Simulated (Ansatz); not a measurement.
The calculation used DFT PBE, scalar-relativistic, plane waves, PAW in Ansatz. All cells share a 420 eV cutoff and Γ-centred k meshes spaced at most about 0.3 Å⁻¹ (about 0.25 or finer for metals, 2π included). No spin polarisation in the final relaxations.

Temperature and zero-point effects are left out.

Two relaxed structures of B4Pd:

1.

```xyz
5
Lattice="2.9234 0.0000 0.0000 -1.4617 2.5317 0.0000 0.0000 0.0000 6.1962" Properties=species:S:1:pos:R:3 pbc="T T T"
B     0.0000    1.6878    1.5102
B     0.0000    1.6878    4.6861
B     1.4617    0.8439    3.0981
B     0.0000    1.6878    3.0981
Pd    0.0000    0.0000    0.0000
```

2.

```xyz
5
Lattice="3.0114 0.0000 0.0000 -1.5057 2.6079 0.0000 0.0000 0.0000 5.9354" Properties=species:S:1:pos:R:3 pbc="T T T"
B     0.0000    0.0000    1.9320
B     0.0000    0.0000    4.0034
B     0.0000    1.7386    3.8139
B     0.0000    1.7386    2.1215
Pd    0.0000    1.7386    0.0000
```

Question: Which form is favoured at zero pressure, and by what margin per atom?

Answer: Cell 1 is lower, by 37 meV/atom. Cell 1 has space group P-6m2 (No. 187), 9.2 Å³/atom and no gap on its mesh; cell 2 has space group P-6m2 (No. 187), 9.3 Å³/atom and no gap. Counting B atoms around Pd (those within 1.25 times the shortest such distance or 1.15 times the sum of covalent radii; a plus sign parts nearer from farther groups), cell 1 has Pd 6 and cell 2 has Pd 2+6. Cell 1 and cell 2 both hold B–B nets. Even the lower one lies +0.44 eV/atom against the reference forms of the elements (uncorrected), so neither is stable at this level. In cell 1, around B on a site of symmetry 3m lie 1 B at 1.59 Å and 3 Pd at 2.26 Å; B on a site of symmetry -6m2 has 3 B at 1.69 Å; Pd is surrounded by 6 B at 2.26 Å; 1 more site not described. In cell 2, around B on its first site lie 3 B at 1.75 Å and 1 B at 2.07 Å; around B on its second site lie 4 B at 1.69–1.75 Å and 1 Pd at 2.12 Å; around Pd lie 2 B at 2.12 Å and 6 B at 2.60 Å. Both come from invented guesses.

Cells relaxed within their symmetry can be saddle points.
